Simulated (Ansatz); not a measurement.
Cu$_{3}$Au (Cu3Au type, Pm-3m) at seven volumes, plane-wave PAW PBEsol (Ansatz code), scaled uniformly. One row is withheld.

```tsv
V (Å³/atom)	P (GPa)
11.648	20.61
12.032	12.43
12.416	5.63
12.800	-0.01
13.184	?
13.568	-8.54
13.952	-11.72
```

Question: Fit the shown pressures and predict the withheld one.

Answer: Third-order Birch–Murnaghan: P = (3/2)B₀(x^(7/2) − x^(5/2))[1 + (3/4)(B′ − 4)(x − 1)] with x = (V₀/V)^(2/3). Least squares on the six rows gives V₀ = 12.800 Å³/atom, B₀ = 170.6 GPa, B′ = 5.26. At V = 13.184, x = 0.9805 and P = -4.67 GPa. The run itself gave -4.68 GPa.

The PBEsol relaxation kept the symmetry of its start. No spin polarisation was allowed. Spin–orbit coupling is left out wherever it is not named.

Potentials: the later of the program's two PAW sets.
